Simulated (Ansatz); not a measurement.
**GdN in the WC-type structure, explained**

Method: PBEsol, scalar-relativistic; collinear spin; PAW, 420 eV, 10×10×10 k-mesh, Gaussian smearing of 0.05 eV; code Ansatz; PAW files: Ansatz's generated set soft_2.

This is a trial structure; measured cells of the compound in the Crystallography Open Database are in space group Fm-3m (rock salt).

The relaxed structure (symmetry read at 0.01 Å). Symmetry: P-6m2, No. 187, hexagonal system. Conventional cell: a = 3.353 Å, b = 3.353 Å, c = 3.050 Å, α = 90.00°, β = 90.00°, γ = 120.00°. Gd (site symmetry -6m2) is surrounded by 6 N at 2.46 Å. N (site symmetry -6m2) is surrounded by 6 Gd at 2.46 Å. (Neighbours are counted to 15 % beyond the shortest distance.)

Problem. Should it be a metal or an insulator?

Solution. Formal charges Gd³⁺, N³⁻ leave Gd³⁺ with an open 4f⁷ shell. Exchange should fill one spin channel of a half-filled shell and leave an insulator, so a metal points to the functional or the structure. The run still finds no gap.

Problem. What moment should the f shell carry?

Solution. Hund's first rule gives Gd³⁺ with 7 f electrons 7 unpaired spins, a spin moment of 7 μB; the run has 6.83 μB on Gd (atomic spheres) and 7.14 f electrons on orthogonalised orbitals. The moment is close to the ion's, so in this run the shell is localised and nearly fully polarised.

Problem. How stiff is it, in energy terms?

Solution. B0·V0 = 144.3 GPa × 14.85 Å³ = 13.37 eV/atom sets the scale: near the minimum ΔE ≈ ½ B0 V0 x², with x = V/V0 − 1, and a pressure of 1.4 GPa squeezes the volume by about 1 %. At the ends of the curve: x = −4.0 % predicts 10.7 meV/atom and the run gives 11.4; x = +4.0 % predicts 10.7 meV/atom and the run gives 10.0. The lopsidedness is anharmonic: atoms resist being pushed together more than being pulled apart.

All results together:

| Property | Result |
| --- | --- |
| Volume | 14.85 Å³/atom |
| Band gap | zero (metallic) |
| Density of states at the Fermi level | about 0.0005 states/(eV·atom) (so small a value isn't resolved on this mesh) |
| Magnetic state | ferromagnetic (the only order tried) |
| Site spin moments | Gd 6.83 μB |
| Spin moment of the cell | 7.00 μB |
| f electrons (orthogonalised atomic orbitals) | Gd 7.14 |
| Formation energy from the elements (0 K, uncorrected) | -1.30 eV/atom |
| Bulk modulus (Birch–Murnaghan) | 144 GPa |
| Pressure derivative B0′ | 4.1 |

Exchange splits the half-filled 4f shell away from the Fermi level; the metal comes from a small overlap of other bands, which can be the functional's gap error. For elements this heavy, spin–orbit coupling would shift levels and gaps; it isn't included here. The run wasn't fully tested for a lower electronic state. Site moments are of spin, integrated over atomic spheres. A displaced or strained copy of the relaxed cell lay 1.6 meV/atom lower, so the structure isn't a true minimum at this level, unless the mesh, which matters in a metal, makes it so. No antiparallel order was tried.
